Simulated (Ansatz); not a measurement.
**EuHg₂ in the AlB2-type structure**

The computed numbers are results of PBEsol, scalar-relativistic (collinear spin) in the plane-wave PAW code Ansatz at 420 eV, 8×8×6 k-mesh, Gaussian smearing of 0.05 eV; PAW files: Ansatz's generated set soft_2.

```
Eu Hg
1.0
     4.94715    0.00000    0.00000
    -2.47357    4.28436    0.00000
     0.00000    0.00000    3.55084
Eu Hg
1 2
Direct
  0.00000 0.00000 0.00000
  0.33333 0.66667 0.50000
  0.66667 0.33333 0.50000
```

The start was a prototype's sites filled with these elements; the Crystallography Open Database holds the compound in this structure.

Magnetic state: ferromagnetic, site spin moments Eu 6.80 μB.

Cell and atoms are those of this level's equilibrium.

The cell has space group P6/mmm (read at 0.01 Å). In it the stress is -0.02, -0.02, 0.02, 0.00, 0.00, 0.00 GPa and the largest force component 0.000 eV/Å. Each change below starts from this cell, without further relaxation. Stress is in GPa, positive in compression, in the order xx, yy, zz, yz, xz, xy; energies are counted from the cell above and are free energies with the smearing's entropy, which match forces and stress in a metal.

Question: What happens when atom 3 (Hg) is moved by 0.05 Å along z?

Answer: The energy changes by 2.0 meV per cell, and the force on it along the shift is -0.079 eV/Å (−F/u = 1.57 eV/Å²). Stress: -0.01, -0.01, 0.02, 0.00, 0.00, 0.00.
```tsv
atom	Fx (eV/Å)	Fy	Fz
Eu1	0.000	0.000	0.065
Hg2	0.000	0.000	0.013
Hg3	0.000	0.000	-0.079
```
In a harmonic crystal the energy would rise by −½F·u = ½ × 1.57 × 0.05² eV = 2.0 meV, which matches.

Question: What stress follows from an engineering strain of 3 % in xx, atoms carried along?

Answer: -2.98, -1.40, -0.62, 0.00, 0.00, 0.00 GPa; the energy changes by 22.4 meV per cell.
| atom | Fx (eV/Å) | Fy | Fz |
| --- | --- | --- | --- |
| Eu1 | 0.000 | 0.000 | 0.000 |
| Hg2 | 0.000 | -0.078 | 0.000 |
| Hg3 | 0.000 | 0.078 | 0.000 |
The change of the stress over the strain gives a clamped-atom stiffness of about 99 GPa for this component, a secant value that lies under the elastic constant in tension and over it in compression, by several per cent for each per cent of strain.
In a harmonic crystal the energy would rise by V(½Cε² − σ₀ε), with σ₀ the stress of the unstrained cell, = 21.2 meV, close to the run's value; the rest has the sign of the anharmonic part, which a secant stiffness overstates.

Without a U the 4f levels of Eu lie too near the Fermi level, so their share of the states there, and what hangs on it, is overstated. No spin–orbit coupling, a notable omission for heavy elements. The run wasn't fully tested for a lower electronic state. Site moments are of spin, integrated over atomic spheres. Only parallel moments were tried, so the real magnetic order may be another. The relaxed cell is 5 % smaller in volume than the cell of this structure in the Crystallography Open Database (26.42 Å³/atom, 1964).
